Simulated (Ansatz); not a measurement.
NaF:
```yaml
crystal:
  lattice:
    - [0.00000, 2.29753, 2.29753]
    - [2.29753, 0.00000, 2.29753]
    - [2.29753, 2.29753, 0.00000]
  atoms:
    - { symbol: Na, position: [0.00000, 0.00000, 0.00000] }
    - { symbol: F, position: [0.50000, 0.50000, 0.50000] }
```

Cartesian axes are those of the cell as given.

Give the high-frequency dielectric tensor and the Born effective charge tensors of the independent atoms from DFPT, DFT-r²SCAN in the program Ansatz with PAW potentials.


ε∞:
```
1.81  0.00  0.00
0.00  1.81  0.00
0.00  0.00  1.81
```
Z* of atom 1 (Na), rows: field, columns: displacement, in e:
```
1.00  0.00  0.00
0.00  1.00  0.00
0.00  0.00  1.00
```
Z* of atom 2 (F), rows: field, columns: displacement, in e:
```
-1.00   0.00   0.00
 0.00  -1.00   0.00
 0.00   0.00  -1.00
```

Static charges for comparison (Bader): Na1 +0.89, F2 -0.89 e. Born charges measure polarisation by displacement and can exceed these by far.

Space group Fm-3m (rock salt). The cell was relaxed with r²SCAN under the symmetry of its start.

Potentials: the earlier of the program's two PAW sets. The files were generated under PBE; for other functionals the program regenerates the frozen cores, and for LDA and PBEsol the local potential too.
